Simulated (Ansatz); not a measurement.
GaSb (zinc blende, space group No. 216) under volume change, PBE in the plane-wave PAW code Ansatz, scaled uniformly.

```
V (Å³/atom)  E − E(relaxed) (meV/atom)  P (GPa)
-----------  -------------------------  -------
27.298                            40.5     5.27
28.198                            16.9     3.19
29.098                             4.0     1.47
29.998                             0.0     0.00
30.897                             3.6    -1.23
31.797                            13.5    -2.27
32.697                            28.7    -3.13
```

What does a third-order Birch–Murnaghan fit give for V₀, B₀ and B′?

V₀ = 30.00 Å³/atom, B₀ = 44.6 GPa, B′ = 4.8.

Space group F-43m (zinc blende). The cell was relaxed with PBE under the symmetry of its start. Scalar-relativistic: spin–orbit coupling is off unless named, which matters more the heavier the elements.

Potentials: the earlier of the program's two PAW sets.
